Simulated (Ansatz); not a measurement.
HfSn₂S₆: relaxed-ion elastic tensor

Level of theory: Ansatz 0.2.0, DFT PBE, scalar-relativistic, plane waves, PAW. Settings: 420 eV plane-wave cutoff, Γ-centred 12×12×2 mesh, fixed occupations. No spin polarisation.

Equilibrium structure at this level:
```
Hf Sn S
1.0
     3.68495    0.00000    0.00000
    -1.84248    3.19126    0.00000
     0.00000    0.00000   20.80874
Hf Sn S
1 2 6
Direct
  0.00000 0.00000 0.00000
  0.00000 0.00000 0.66819
  0.00000 0.00000 0.33181
  0.33333 0.66667 0.73951
  0.33333 0.66667 0.06879
  0.33333 0.66667 0.40314
  0.66667 0.33333 0.93121
  0.66667 0.33333 0.26049
  0.66667 0.33333 0.59686
```

The cell was found from a structure generator's guess, not taken from experiment. Spin–orbit coupling is left out, which matters for heavy elements. No dispersion correction is applied, so modes and constants that involve weak contacts between layers, chains or molecules come out too soft.

(1) Give the relaxed-ion elastic constants (GPa, Voigt order xx yy zz yz xz xy, on the Cartesian axes of the cell above).

(2) Is the crystal stable against homogeneous strain?

(3) And the moduli of a polycrystal (Hill averages)?

## Answers

(1)
C11 = 105.3, C12 = 23.2, C13 = 0.7, C22 = 105.3, C23 = 0.7, C33 = 2.0, C44 = 0.4, C55 = 0.4, C66 = 41.0 GPa; the others vanish.

(2) Yes: the least eigenvalue of the tensor is 0.4 GPa.

(3) B = 16 GPa, G = 11 GPa, E = 26 GPa, ν = 0.22.
